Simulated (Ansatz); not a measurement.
Problem. Each is relaxed and computed with DFT-PBEsol in the program Ansatz with PAW potentials. Which is the only one with a gap?
(A) MnSi, P2_13 (Mn on 4a, Si on 4a)
(B) MnF2, Pbcn (Mn on 4c, F on 8d)
(C) W2C, Pbcn (W on 8d, C on 4c)
(D) Mo2C, Pbcn (Mo on 8d, C on 4c)

Solution. B, MnF2, Pbcn (Mn on 4c, F on 8d). MnF2: gap 2.06 eV (indirect); Mo2C: metal; MnSi: metal; W2C: metal. Spin orders computed, not proven ground states: MnF2, Pbcn (Mn on 4c, F on 8d) antiferromagnetic; MnSi, P2_13 (Mn on 4a, Si on 4a) ferromagnetic. Standing as an ambient phase not checked: MnF2, Pbcn (Mn on 4c, F on 8d); Mo2C, Pbcn (Mo on 8d, C on 4c); W2C, Pbcn (W on 8d, C on 4c). All cells were relaxed under the symmetry of their starts (and spin orders); stability against distortions was not tested throughout. Cells of antiferromagnets are given as chemical subcells. Rows with no word on spin ran without spin polarisation. No Hubbard U is applied. Scalar-relativistic: spin–orbit coupling is off unless named, which matters more the heavier the elements.

Potentials: the later of the program's two PAW sets.
